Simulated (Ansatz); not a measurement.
**Ta (P6_3/mmc), symmetry broken, then relaxed**

Theory: Ansatz 0.2.0, DFT r2SCAN, scalar-relativistic, plane waves, PAW. Settings: plane waves to 500 eV, k-mesh 12×12×8 (Γ-centred), Gaussian smearing 0.15 eV. Spin–orbit coupling is left out, which can shift energies with elements as heavy as these. No spin polarisation. Energies are free energies at this smearing, counted from the undisturbed cell; pressure is positive in compression.

Zero of the scan (relaxed at this level; this form isn't the usual structure):

```xyz
2
Lattice="2.8880 0.0000 0.0000 -1.4440 2.5011 0.0000 0.0000 0.0000 5.1181" Properties=species:S:1:pos:R:3 pbc="T T T"
Ta    1.4440    0.8337    3.8386
Ta    0.0000    1.6674    1.2795
```

The atoms are displaced (Å, in the unstrained cell):

```csv
atom,ux,uy,uz
Ta1,-0.209,0.562,0.027
Ta2,0.209,-0.562,-0.027
```

The atoms are then relaxed in that fixed cell.

Question: Does the relaxation return to the undisturbed structure?

Answer: No. It ends 166.3 meV/atom below it. The disturbance itself cost 20.3 meV/atom. The final space group reads Fmmm (tolerance 0.05 Å) and the volume changes by 0.00 %.

Final structure:

```yaml
crystal:
  lattice:
    - [2.88799, 0.00000, 0.00000]
    - [-1.44399, 2.50107, 0.00000]
    - [0.00000, 0.00000, 5.11811]
  atoms:
    - { symbol: Ta, position: [0.75012, 0.50050, 0.74993] }
    - { symbol: Ta, position: [0.24988, 0.49950, 0.25007] }
```

The relaxation, step by step (energy from the first step):

| step | ΔE (meV/atom) | largest force component (eV/Å) | pressure (GPa) |
| --- | --- | --- | --- |
| 1 | 0.0 | 0.903 | n/a |
| 2 | -132.7 | 0.719 | n/a |
| 3 | -186.6 | 0.008 | n/a |
| 4 | -186.6 | 0.007 | n/a |

Frames along the relaxation (Å, eV/Å):

```xyz
2
Lattice="2.888 0.000 0.000 -1.444 2.501 0.000 0.000 0.000 5.118" Properties=species:S:1:pos:R:3:forces:R:3 pbc="T T T" step=1
Ta    1.235    1.396    3.865    0.903   -0.011   -0.639
Ta    0.209    1.106    1.253   -0.903    0.011    0.639
2
Lattice="2.888 0.000 0.000 -1.444 2.501 0.000 0.000 0.000 5.118" Properties=species:S:1:pos:R:3:forces:R:3 pbc="T T T" step=2
Ta    1.419    1.381    3.802    0.215   -0.537    0.719
Ta    0.025    1.120    1.316   -0.215    0.537   -0.719
2
Lattice="2.888 0.000 0.000 -1.444 2.501 0.000 0.000 0.000 5.118" Properties=species:S:1:pos:R:3:forces:R:3 pbc="T T T" step=3
Ta    1.444    1.252    3.838    0.004   -0.005    0.008
Ta    0.000    1.249    1.280   -0.004    0.005   -0.008
2
Lattice="2.888 0.000 0.000 -1.444 2.501 0.000 0.000 0.000 5.118" Properties=species:S:1:pos:R:3:forces:R:3 pbc="T T T" step=4
Ta    1.444    1.252    3.838    0.004   -0.006    0.007
Ta    0.000    1.249    1.280   -0.004    0.006   -0.007
```